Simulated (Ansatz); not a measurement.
VCo3 (Cu3Au type, Pm-3m) under volume change, the program Ansatz at the LDA level (PAW), scaled uniformly.

| V (Å³/atom) | E − E(relaxed) (meV/atom) | P (GPa) |
|---|---|---|
| 9.198 | 91.3 | 35.06 |
| 9.502 | 38.2 | 21.39 |
| 9.805 | 9.0 | 9.80 |
| 10.108 | 0.0 | -0.02 |
| 10.411 | 8.1 | -8.34 |
| 10.715 | 30.8 | -15.40 |
| 11.018 | 65.7 | -21.36 |

Problem. What does a third-order Birch–Murnaghan fit give for V₀, B₀ and B′?

Solution. V₀ = 10.11 Å³/atom, B₀ = 301 GPa, B′ = 4.5.

The workflow started from a Materials Project entry (that database holds measured and hypothetical structures alike); the Crystallography Open Database copy checked does not list it. Its standing as an ambient phase is unchecked. Symmetry was held in the LDA relaxation; whether a distortion lowers the energy is not shown. The run is not spin-polarised.

Potentials: the later of the program's two PAW sets.
